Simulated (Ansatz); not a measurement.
InSb:
```yaml
crystal:
  lattice:
    - [4.63662, 0.00000, 0.00000]
    - [-2.31831, 4.01543, 0.00000]
    - [0.00000, 0.00000, 10.17940]
  atoms:
    - { symbol: In, position: [0.50021, 0.00000, 0.66667] }
    - { symbol: In, position: [0.00000, 0.50021, 0.33333] }
    - { symbol: In, position: [0.49979, 0.49979, 0.00000] }
    - { symbol: Sb, position: [0.50012, 0.00000, 0.16667] }
    - { symbol: Sb, position: [0.00000, 0.50012, 0.83333] }
    - { symbol: Sb, position: [0.49988, 0.49988, 0.50000] }
```

Relaxed with r²SCAN. Special points in fractions of this cell's reciprocal vectors: Γ (0.000, 0.000, 0.000); M (0.500, 0.000, 0.000); K (0.333, 0.333, 0.000); A (0.000, 0.000, 0.500); L (0.500, 0.000, 0.500); H (0.333, 0.333, 0.500).

Task: List the band energies nearest the Fermi level at these points for plane-wave PAW r²SCAN (Ansatz code).

Result: In eV from the Fermi level; about four levels below and three above (degenerate sets whole), none deeper than 8.9 eV; points with the same levels are listed once.

```csv
k,below,above
Γ,-0.77 -0.67 -0.67 -0.51,0.08 1.53 1.53
M,-2.16 -1.67 -1.49 -1.41,0.42 0.73 1.60
K,-2.02 -1.48 -1.48 -0.10,2.02 2.02 4.13 4.13
A,-0.64 -0.61 -0.61 -0.26,1.27 1.27 1.60
L,-2.15 -2.02 -1.75 -1.55,0.90 1.38 2.34
H,-3.19 -3.19 -1.78 -1.16,1.96 1.96 2.15
```

Space group P6_222. The start of the workflow was typed in or built on a structure type; neither database checked (COD, Materials Project) lists it. It is not the phase usual at ambient conditions (space group No. 216). The cell was relaxed with r²SCAN under the symmetry of its start; its stability against distortions is not shown here. Point labels and valley counts follow the cell and symmetry of the run, lower than the named group. The Fermi level of a semimetal is unsure by some 0.05 eV on such meshes. Spin–orbit coupling is left out wherever it is not named.

Potentials: the later of the program's two PAW sets.
